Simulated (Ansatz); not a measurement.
YZnCuP$_{2}$ in space group P3m1 (No. 156; Pearson symbol hP5) at seven volumes, DFT-r²SCAN in the program Ansatz with PAW potentials, shape and atoms relaxed at each. One row is withheld.

| V (Å³/atom) | P (GPa) |
|---|---|
| 16.114 | 11.43 |
| 16.646 | ? |
| 17.177 | 3.22 |
| 17.708 | 0.00 |
| 18.239 | -2.74 |
| 18.771 | -5.07 |
| 19.302 | -7.04 |

**Question.** Fit the shown pressures and predict the withheld one.

**Answer.** Third-order Birch–Murnaghan: P = (3/2)B₀(x^(7/2) − x^(5/2))[1 + (3/4)(B′ − 4)(x − 1)] with x = (V₀/V)^(2/3). Least squares on the six rows gives V₀ = 17.708 Å³/atom, B₀ = 98.62 GPa, B′ = 4.36. At V = 16.646, x = 1.0421 and P = 6.98 GPa. The run itself gave 7.00 GPa.

The first step of the workflow began from a Materials Project structure, measured or hypothetical; the Crystallography Open Database copy checked does not list it. Its standing as an ambient phase is unchecked. Symmetry was held in the r²SCAN relaxation; whether a distortion lowers the energy is not shown. The run is not spin-polarised.

Potentials: the later of the program's two PAW sets.
